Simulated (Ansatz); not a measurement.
Data:

Nb$_{3}$Sn:
```
Nb3Sn
1.0
    0.00000     3.31667     3.31667
    3.31667     0.00000     3.31667
    3.31667     3.31667     0.00000
Sn Nb
1 3
Direct
  0.00000   0.00000   0.00000
  0.50000   0.50000   0.50000
  0.25000   0.25000   0.25000
  0.75000   0.75000   0.75000
```

This is the PBEsol-relaxed structure.

All from PBEsol in the plane-wave PAW code Ansatz, unless another level is named. Give the formation energy from the elements (no fitted shifts).

-0.023 eV/atom.

Predict the density of states at the Fermi level.

1.2 states/eV per atom (mean over ±0.08 eV).

Space group Fm-3m. A made-up cell: these elements were put on the sites of a structure type; neither database checked (COD, Materials Project) lists it. It is not the phase usual at ambient conditions (space group No. 223). Symmetry was held in the PBEsol relaxation. At this level the phase is mechanically unstable. No spin polarisation was allowed. The references are the lowest solids computed at this level, not always the standard phases. Spin–orbit coupling is left out wherever it is not named.

Potentials: the later of the program's two PAW sets.
